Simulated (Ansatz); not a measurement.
The start is a relaxed AlPt cell with one Pt and one Al atom exchanged in a cell of 8 atoms. A full variable-cell relaxation at zero pressure is run with PBEsol (plane waves to 420 eV, PAW, scalar-relativistic; Ansatz, a first-principles code). First-step values are on the input's coarse k-mesh.

Ansatz input (later rounds restart from its end on a renewed k-mesh):
Ansatz 0.2 input:
```yaml
crystal:
  lattice:
    - [4.8683621765, 0, 0]
    - [0, 4.8683621765, 0]
    - [0, 0, 4.8683621765]
  atoms:
    - { symbol: Al, position: [0.8441279061, 0.8441279061, 0.8441279061] }
    - { symbol: Al, position: [0.6558720939, 0.1558720939, 0.3441279061] }
    - { symbol: Pt, position: [0.3441279061, 0.6558720939, 0.1558720939] }
    - { symbol: Al, position: [0.1558720939, 0.3441279061, 0.6558720939] }
    - { symbol: Pt, position: [0.1539502351, 0.1539502351, 0.1539502351] }
    - { symbol: Pt, position: [0.3460497649, 0.8460497649, 0.6539502351] }
    - { symbol: Pt, position: [0.6539502351, 0.3460497649, 0.8460497649] }
    - { symbol: Al, position: [0.8460497649, 0.6539502351, 0.3460497649] }
basis: { ecutwfc: 420, ecutrho_ratio: 4, xc_grid: 2, fft_grid_basis: typed }
kpoints: { mp_grid: { grid: [7, 7, 7] } }
hamiltonian:
  xc: pbesol
  dispersion: none
  pseudopotentials: { kind: paw }
scf: { occupations: { method: fermi_dirac, width: 0.05 } }
relax: { f_tol: 0.01, max_steps: 100, cell: { stress_tol: 0.02 } }
output: { forces: true, stress: true }
```

| Quantity | Result |
|---|---|
| Initial pressure | +7.4 GPa (positive: the cell is compressed) |
| Largest initial force | 1.70 eV/Å, on Pt5 (atoms numbered as listed) |
| Volume change | +5.2 %, from 14.42 to 15.17 Å³/atom |
| Relative to the parent | It does not go back: it is caught in P1 (No. 1), 0.21 eV/atom above the parent |
| Shortest distances (start → end) | The closest pairs of elements (up to four, under 3.6 Å), start → end: Al–Pt 2.60 → 2.49 Å; Al–Al 2.60 → 2.75 Å; Pt–Pt 2.60 → 2.71 Å |
| Band gap at the end | zero (metallic) |
| Optimiser moves | 24 |

Final structure:

```
CELL_PARAMETERS angstrom
      4.68422     0.00000     0.00000
      0.10969     4.93317     0.00000
      0.40676     1.37691     5.25119
ATOMIC_POSITIONS crystal
  Al 0.85395 0.88906 0.19440
  Al 0.18949 0.57909 0.64490
  Pt 0.65764 0.37191 0.87019
  Al 0.32292 0.17038 0.27549
  Pt 0.14293 0.05480 0.75862
  Pt 0.81598 0.33764 0.37284
  Pt 0.36630 0.70033 0.16521
  Al 0.65081 0.89679 0.71835
```

Final values are on a 10×10×9 k-mesh of the relaxed cell. No spin polarisation in the result.

Of the parent cell (P2₁3 (No. 198)): The relaxation started from an entry of Materials Project.

The runs began from a structure in Materials Project; this end point is another cell, not compared with measured phases.
